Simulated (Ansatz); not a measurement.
BaTiO3: hydrostatic pressure series

These are results of Ansatz, DFT r2SCAN+U, scalar-relativistic, plane waves, PAW, not measurements. Run with 500 eV cutoff, 6×6×6 k-mesh, Gaussian smearing of 0.02 eV, no spin polarisation, U_eff Ti 4.0 eV on d shells.

The relaxed crystal:

```xyz
5
Lattice="3.9969 0.0000 0.0000 0.0000 3.9969 0.0000 0.0000 0.0000 4.0455" Properties=species:S:1:pos:R:3 pbc="T T T"
Ba    1.9984    1.9984    2.3427
Ti    0.0000    0.0000    0.3671
O     0.0000    1.9984    0.2691
O     1.9984    0.0000    0.2691
O     0.0000    0.0000    2.2538
```

Cell and atoms are relaxed at each pressure within the symmetry of the start, at zero temperature, so transitions that lower the symmetry aren't seen. The k-mesh given is that at zero pressure and may differ at others. a, b and c are the lengths of the cell vectors above. Gaps are generalised Kohn–Sham gaps over the whole zone.

Spin-orbit coupling is left out, which matters for the bands and energies of heavy elements.

| P (GPa) | V (Å³/atom) | V/V0 | a (Å) | b (Å) | c (Å) |
| --- | --- | --- | --- | --- | --- |
| -1 | 13.03 | 1.008 | 4.001 | 4.001 | 4.070 |
| 0 | 12.93 | 1.000 | 3.997 | 3.997 | 4.045 |
| 1 | 12.82 | 0.992 | 3.992 | 3.992 | 4.024 |
| 4 | 12.57 | 0.972 | 3.976 | 3.976 | 3.976 |
| 12 | 12.10 | 0.936 | 3.926 | 3.926 | 3.926 |
| 25 | 11.50 | 0.890 | 3.860 | 3.860 | 3.860 |
| 50 | 10.66 | 0.825 | 3.764 | 3.764 | 3.764 |
| 90 | 9.75 | 0.754 | 3.653 | 3.653 | 3.653 |

(1) Does the structure keep its space group?

(2) Which cell vector or vectors give way most up to 90 GPa?

(3) What does pressure do to the gap?

Results:

(1) No: P4mm (99) at -1 GPa, P4mm (99) at 0 GPa, P4mm (99) at 1 GPa, Pm-3m (221) at 4 GPa, Pm-3m (221) at 12 GPa, Pm-3m (221) at 25 GPa, Pm-3m (221) at 50 GPa, Pm-3m (221) at 90 GPa.

(2) c: the changes are a -8.6 %, b -8.6 %, c -9.7 %.

(3) The gaps are 2.69 eV at -1 GPa, 2.70 eV at 0 GPa, 2.70 eV at 1 GPa, 2.73 eV at 4 GPa, 2.84 eV at 12 GPa, 2.98 eV at 25 GPa, 3.06 eV at 50 GPa, 3.07 eV at 90 GPa.

Symmetry holds off the tilts and polar distortions that many cubic perovskites undergo.

Cost: 8 runs of about 11 core-minutes in all, on Intel Xeon Platinum 8488C (Sapphire Rapids) (shared hosts).